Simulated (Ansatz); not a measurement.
Cu3N:
```cif
data_Cu12N4
_chemical_formula_sum 'N4 Cu12'
_space_group_name_H-M_alt 'Fm-3m'
_space_group_IT_number 225
_space_group_name_Hall '-F 4 2 3'
_cell_length_a 5.47856
_cell_length_b 5.47856
_cell_length_c 5.47856
_cell_angle_alpha 90.000
_cell_angle_beta 90.000
_cell_angle_gamma 90.000
loop_
_atom_site_label
_atom_site_type_symbol
_atom_site_symmetry_multiplicity
_atom_site_Wyckoff_symbol
_atom_site_fract_x
_atom_site_fract_y
_atom_site_fract_z
_atom_site_occupancy
N1 N 4 a 0.00000 0.00000 0.00000 1
Cu1 Cu 4 b 0.50000 0.50000 0.50000 1
Cu2 Cu 8 c 0.25000 0.25000 0.25000 1
```
(The calculation used a cell of 4 atoms; values per cell refer to that cell.)

Relaxed with PBEsol.

Problem. Decompose the optical modes at the zone centre into irreducible representations, and say which are infrared and Raman allowed.

Solution. Point group m-3m: Γ_opt = 2T1u + T2g. Infrared: T1u. Raman: T2g.

Problem. Assign frequencies (DFPT, PBEsol (plane waves, PAW; program Ansatz)).

Solution. T1u 349i, T2g 155, T1u 237 cm⁻¹.

A made-up cell: these elements were put on the sites of a structure type; neither database checked (COD, Materials Project) lists it. COD files the formula under space group No. 221. Its standing as an ambient phase is unchecked. The PBEsol relaxation kept the symmetry of its start. At this level the phase is dynamically unstable (imaginary phonons). No spin polarisation was allowed. As this level gives no gap, phonon frequencies hold no LO–TO term and depend on the k-mesh and smearing (Fermi–Dirac, 0.1 eV here).

Potentials: the earlier of the program's two PAW sets. The files were generated under PBE; for other functionals the program regenerates the frozen cores, and for LDA and PBEsol the local potential too.
